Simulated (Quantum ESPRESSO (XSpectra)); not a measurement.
Quantum ESPRESSO (XSpectra) run for X-ray absorption at the S K edge of SnS (Pnma). Geometry: Materials Project entry mp-2231 (a computed structure). The cell is the entry's, not relaxed again. The ground-state test found a gap, so occupations are fixed and the excited electron is left out (charged cell on a uniform background); energies count from the highest occupied level. pw.x input:

```
&CONTROL
  calculation = 'scf'
  prefix = 'x'
  pseudo_dir = './pseudo'
  outdir = './out'
/
&SYSTEM
  ibrav = 0
  nat = 32
  ntyp = 3
  ecutwfc = 58
  input_dft = 'PZ'
  tot_charge = 1
  occupations = 'fixed'
/
&ELECTRONS
  conv_thr = 3.2e-07
  mixing_beta = 0.4
/
ATOMIC_SPECIES
Sh 32.060 S.lda-tm-gipaw-star1s.UPF
Sn 118.710 Sn.upf
S 32.060 S.lda-tm-gipaw.UPF
CELL_PARAMETERS angstrom
   0.000000000    7.913720000    0.000000000
   0.000000000    0.000000000    9.065620000
  11.392020000    0.000000000    0.000000000
ATOMIC_POSITIONS crystal
Sn     0.125000000    0.184770000    0.621630000
Sn     0.125000000    0.684770000    0.621630000
Sn     0.625000000    0.184770000    0.621630000
Sn     0.625000000    0.684770000    0.621630000
Sn     0.375000000    0.315230000    0.378370000
Sn     0.375000000    0.815230000    0.378370000
Sn     0.875000000    0.315230000    0.378370000
Sn     0.875000000    0.815230000    0.378370000
Sn     0.375000000    0.434770000    0.878370000
Sn     0.375000000    0.934770000    0.878370000
Sn     0.875000000    0.434770000    0.878370000
Sn     0.875000000    0.934770000    0.878370000
Sn     0.125000000    0.065230000    0.121630000
Sn     0.125000000    0.565230000    0.121630000
Sn     0.625000000    0.065230000    0.121630000
Sn     0.625000000    0.565230000    0.121630000
Sh     0.125000000    0.005300000    0.347500000
S      0.125000000    0.505300000    0.347500000
S      0.625000000    0.005300000    0.347500000
S      0.625000000    0.505300000    0.347500000
S      0.375000000    0.494700000    0.652500000
S      0.375000000    0.994700000    0.652500000
S      0.875000000    0.494700000    0.652500000
S      0.875000000    0.994700000    0.652500000
S      0.375000000    0.255300000    0.152500000
S      0.375000000    0.755300000    0.152500000
S      0.875000000    0.255300000    0.152500000
S      0.875000000    0.755300000    0.152500000
S      0.125000000    0.244700000    0.847500000
S      0.125000000    0.744700000    0.847500000
S      0.625000000    0.244700000    0.847500000
S      0.625000000    0.744700000    0.847500000
K_POINTS automatic
2 2 1 0 0 0
```

xspectra.x input:

```
&input_xspectra
  calculation = 'xanes_dipole'
  edge = 'K'
  prefix = 'x'
  outdir = './out'
  xonly_plot = .false.
  xiabs = 1
  xcoordcrys = .false.
  xepsilon(1) = 1.0
  xepsilon(2) = 0.0
  xepsilon(3) = 0.0
  xniter = 1500
  xcheck_conv = 50
  xerror = 0.002
  x_save_file = 'x0.sav'
/
&plot
  xnepoint = 451
  xemin = -5.0
  xemax = 40.0
  xgamma = 0.7
  terminator = .true.
  cut_occ_states = .true.
/
&pseudos
  filecore = 'core.wfc'
/
&cut_occ
  cut_desmooth = 0.1
  cut_stepl = 0.01
  cut_ierror = 1e-6
/
3 3 2 1 1 1
```

End of the pw.x output:

```
   -13.5325 -13.5315 -13.5187 -13.5167 -13.5140 -13.5113 -13.5085 -13.5067
   -13.5034 -13.4978 -13.4966 -13.4925 -13.4878 -13.4793 -13.4785 -13.4730
    -8.4404  -5.6069  -5.5724  -5.5471  -5.4025  -5.3485  -5.3142  -5.3136
    -5.1167  -4.8152  -4.7961  -4.7653  -4.5905  -4.5590  -4.5273  -4.5267
    -0.5416  -0.3746  -0.2884  -0.2000   0.4203   0.4226   0.4696   0.6453
     0.7072   0.8525   0.8942   0.9608   1.2636   1.2798   1.3263   1.3801
     2.2192   2.2359   2.4444   3.0108   3.0273   3.2037   3.2380   3.2450
     3.2592   3.2867   3.3909   3.3986   3.7915   3.7991   4.1345   4.1628
     4.1685   4.4422   4.4709   4.5391   4.5418   4.8174   4.9521   5.1129
     5.1506   5.1818   5.2094   5.2264   5.4415   5.4894   5.5308   5.5694
     5.7715   5.8065   5.8918   5.9133   6.1493   6.2957   6.3123   6.3783
     6.5347   6.5496   6.6637   6.6750   6.7922   6.8214   6.8764   6.8929

     highest occupied level (ev):     7.2646

!    total energy              =   -2951.90255237 Ry
     estimated scf accuracy    <       0.00000020 Ry

     The total energy is the sum of the following terms:
     one-electron contribution =    -977.54611526 Ry
     hartree contribution      =     670.59349686 Ry
     xc contribution           =    -870.40660126 Ry
     ewald contribution        =   -1774.54333271 Ry

     convergence has been achieved in  13 iterations

     XML data file, charge density, pseudopotentials, collected wavefunctions
```

xspectra.x output, shortened:

```
... Begin STEP 1 ...

        Radial transition matrix element(s) used in the calculation of the
        initial vector of the Lanczos basis (|tilde{phi}_abs> normalized)
        | For PAW proj. (l=1) #1: radial matrix element =   0.021522235
        | For PAW proj. (l=1) #2: radial matrix element =   0.027641906

NB: the     5 k-point are not all listed below because npool=  4
        |-------------------------------------------------------------
        ! k-point #     1:  ( 0.1737,  0.1667,  0.1455),  0.1111,   1
        |-------------------------------------------------------------
 okvan= F
        |   Norm of the initial Lanczos vector: 0.16548948E-01
        !   => CONVERGED at iter    500 with error=  0.00173608
        |-------------------------------------------------------------
        ! k-point #     2:  ( 0.5210,  0.1667,  0.1455),  0.1111,   1
        |-------------------------------------------------------------
 okvan= F
        |   Norm of the initial Lanczos vector: 0.16548948E-01
        !   => CONVERGED at iter    500 with error=  0.00163612
        |-------------------------------------------------------------
        ! k-point #     3:  ( 0.1737,  0.1667,  0.4365),  0.1111,   1
        |-------------------------------------------------------------
 okvan= F
        |   Norm of the initial Lanczos vector: 0.16548973E-01
        !   => CONVERGED at iter    500 with error=  0.00140854
        |-------------------------------------------------------------

        ...
... Begin STEP 2 ...

     The spectrum is calculated using the following parameters:
        energy-zero of the spectrum [eV]:    7.2646
        the occupied states are elimintate from the spectrum
        xemin [eV]:  -5.00
        xemax [eV]:  40.00
        xnepoint:  451
        constant broadening parameter [eV]:    0.700
        Core level energy [eV]:  -2472.
         (from electron binding energy of neutral atoms in X-ray data booklet)

     Cross-section successfully written in xanes.dat

     ... End STEP 2 ...

     xanes        :    141.21s CPU    141.57s WALL (       1 calls)

     -------------------------------------------------------------------------
                                END JOB XSpectra
     -------------------------------------------------------------------------
```

xanes.dat for the field along x, every fifth line (energy in eV, cross section):

```
   -5.000   1.4820e-04
   -4.500   1.6420e-04
   -4.000   1.8370e-04
   -3.500   2.0750e-04
   -3.000   2.3740e-04
   -2.500   2.7580e-04
   -2.000   3.2670e-04
   -1.500   3.9660e-04
   -1.000   4.9780e-04
   -0.500   6.5430e-04
    0.000   9.1510e-04
    0.500   1.4040e-03
    1.000   2.3670e-03
    1.500   3.7510e-03
    2.000   4.7490e-03
    2.500   5.2920e-03
    3.000   5.6220e-03
    3.500   5.7770e-03
    4.000   5.6300e-03
    4.500   5.0840e-03
    5.000   4.2530e-03
    5.500   3.3840e-03
    6.000   2.7090e-03
    6.500   2.6020e-03
    7.000   2.7530e-03
    7.500   3.2110e-03
    8.000   3.3030e-03
    8.500   3.1740e-03
    9.000   2.9940e-03
    9.500   2.8900e-03
   10.000   3.0010e-03
   10.500   3.2000e-03
   11.000   3.3360e-03
   11.500   3.2800e-03
   12.000   3.0720e-03
   12.500   2.9690e-03
   13.000   2.8680e-03
   13.500   2.7300e-03
   14.000   2.8270e-03
   14.500   3.0980e-03
   15.000   3.4030e-03
   15.500   3.6150e-03
   16.000   3.7880e-03
   16.500   3.7790e-03
   17.000   3.8040e-03
   17.500   3.8880e-03
   18.000   3.9850e-03
   18.500   4.0260e-03
   19.000   3.9880e-03
   19.500   3.7370e-03
   20.000   3.5020e-03
   20.500   3.3050e-03
   21.000   3.1780e-03
   21.500   3.1620e-03
   22.000   3.1180e-03
   22.500   3.1010e-03
   23.000   3.1880e-03
   23.500   3.1030e-03
   24.000   3.0680e-03
   24.500   3.0850e-03
   25.000   3.0000e-03
   25.500   2.9480e-03
   26.000   3.0570e-03
   26.500   3.3670e-03
   27.000   3.7780e-03
   27.500   4.0780e-03
   28.000   4.2180e-03
   28.500   4.3850e-03
   29.000   4.5570e-03
   29.500   4.5540e-03
   30.000   4.4380e-03
   30.500   4.2280e-03
   31.000   3.9430e-03
   31.500   3.6270e-03
   32.000   3.3390e-03
   32.500   3.1450e-03
   33.000   3.0100e-03
   33.500   2.8650e-03
   34.000   2.7300e-03
   34.500   2.7450e-03
   35.000   2.8620e-03
   35.500   2.9470e-03
   36.000   2.9930e-03
   36.500   2.9620e-03
   37.000   2.9430e-03
   37.500   2.9470e-03
   38.000   2.8490e-03
   38.500   2.7230e-03
   39.000   2.6970e-03
   39.500   2.7210e-03
   40.000   2.7110e-03
```
